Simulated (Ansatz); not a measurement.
An Ansatz (a quantum-chemistry and plane-wave program) run. Input:

Ansatz 0.2 input:
```yaml
crystal:
  lattice:
    - [0.0, 3.030798058, 3.030798058]
    - [3.030798058, 0.0, 3.030798058]
    - [3.030798058, 3.030798058, 0.0]
  atoms:
    - { symbol: Bi, position: [0.0, 0.0, 0.0] }
    - { symbol: Se, position: [0.5, 0.5, 0.5] }
kpoints:
  mp_grid: { grid: [12, 12, 12] }
basis: { xc_grid: 2, fft_grid_basis: typed }
hamiltonian:
  xc: pbesol
  pseudopotentials: { kind: paw }
scf:
  occupations: { method: gaussian, width: 0.05 }
checkpoint: { read: metal.run }
output: { write_density: true, elf: true, volumetric_format: npy }
```

Output (shortened):

```
Pseudopotential: Bi, paw, valence charge 15
Pseudopotential: Se, paw, valence charge 16
Functional definition: PBEsol
Crystal: 2 atoms, lattice volume = 55.680 Å³
Basis set: ecut = 420 eV, 1067 PW (Γ), exchange–correlation on 60×60×60 points (8 copies of the dense FFT grid, shifted against one another)
Bands: 24, of which v1, the nominal top of the filled ones, is band 16 counted from 1 (15 counted from 0)
Symmetry: 48 space group operations
Space group: Fm-3m (ITA 225), of the structure as read, at distance tolerance 3.8e-5 Å
k-points: 72 of 1728
Stability of the state it starts from, as read at its close in the unpolarized treatment …
iter 1 solved again at ethr=8.15e-8 eV; its pass at ethr=3.10e-3 eV (dr2=2.53e-5 eV) is discarded
SCF iter   1: F=—  HF=-17666.572220 eV  |F-HF|=—  |Δ(HF+E_count)|=         —  Δρ=2.92e-7  dr2=1.78e-11  ethr=8.15e-8  ⟨swp⟩=3.2  Hψ=13260  notcnv=0
preconditioner: auto → Kerker (q_TF=auto, 2.475 Å⁻¹)
SCF iter   2: F=-17666.572220 eV  HF=-17666.572220 eV  |F-HF|=1.46e-11  |Δ(HF+E_count)|=   1.27e-8  Δρ=1.67e-7  dr2=1.28e-11  ethr=1.00e-12  ⟨swp⟩=7.6  Hψ=7762  notcnv=0
SCF 1 converged in 2 iterations: F = -17666.572220 eV  dr2 = 1.28e-11
SCF converged after 2 iterations
Free energy (F): -17666.572220 eV
Harris-Foulkes:  -17666.572220 eV  (|F-HF|=1.46e-11)
Internal energy: -17666.570492 eV  (E = F + TS)
E sigma→0 (E₀):  -17666.571356 eV
Entropy (-TS):   -0.001728 eV (-0.864 meV/atom)
Fermi energy:    10.517811 eV
--- Per-component energies (eV) ---
  E_band       = -462.202187
  E_kinetic    = 419.805463
  E_local      = -3832.272188  (includes V_loc(G=0)·N_el)
  E_nonlocal   = -29.219829
  E_hartree    = 1645.887633
  E_xc         = -253.911547
  E_vxc        = -242.506966  (∫ρ·V_xc dr)
  E_paw        = -12377.238541  (= ΣΔE_a)
  E_vpaw       = -69.783121  (= ΣTr[D̂ρ^β])
  E_aug_tail   = -0.001040  (compensation charges beyond the density's cutoff)
  E_ewald      = -3240.718644
  E_core_change = 1.098203  (= ΣΔE_core)
  E_smearing   = -0.001728  (= −TS)
  E_closure    = 0.000000  (closes the sum)
  Σ components = -17666.572220   (vs F -17666.572220, Δ=0.00e0)
  [band-id]    e_kinetic+e_local+e_nonlocal+2·e_hartree+e_vxc+e_vpaw+e_augmentation_tail = -462.202415   (vs E_band -462.202187, Δ=-2.27e-4)
--- Band table (eV; the first three rows and the last of 72) ---
  k-point 0: bands = ["-37.8642", "-37.8642", "-37.8624", "-37.8624", "-37.8624", "-12.7529", "-12.7529", "-12.7509", "-12.7509", "-12.7509", "-4.5976", "1.6729", "7.4636", "7.4636", "7.4636", "13.1800", "13.1800", "13.1800", "15.7716", "15.7716", "15.7716", …
  k-point 1: bands = ["-37.8642", "-37.8642", "-37.8624", "-37.8624", "-37.8624", "-12.7534", "-12.7534", "-12.7507", "-12.7500", "-12.7500", "-4.5339", "1.5096", "7.4831", "7.4831", "7.5468", "12.7266", "12.8836", "12.8836", "15.6316", "15.9230", "15.9230", …
  k-point 2: bands = ["-37.8642", "-37.8642", "-37.8624", "-37.8624", "-37.8624", "-12.7551", "-12.7551", "-12.7500", "-12.7471", "-12.7471", "-4.3463", "1.0679", "7.5432", "7.5432", "7.7565", "11.8331", "12.2195", "12.2195", "15.5395", "16.3419", "16.3419", …
  k-point 71: bands = ["-37.8642", "-37.8642", "-37.8624", "-37.8624", "-37.8623", "-12.7744", "-12.7513", "-12.7439", "-12.7439", "-12.7284", "-2.7467", "-0.4908", "4.9015", "4.9015", "8.4854", "10.4099", "14.1924", "14.1924", "16.5940", "16.5940", …
```

Cost: about 4 core-seconds (a rough figure) on shared cores.

The workflow started from an entry of the Crystallography Open Database (COD), which files this formula under 2 space groups. Whether it is the stable phase at ambient conditions was not checked. Symmetry was held in the PBEsol relaxation. At this level the phase is mechanically unstable. With an odd number of electrons in the cell and no spin polarisation, the count alone makes it a metal. Spin–orbit coupling is left out wherever it is not named.

Potentials: the later of the program's two PAW sets.

Ansatz is a plane-wave DFT program.
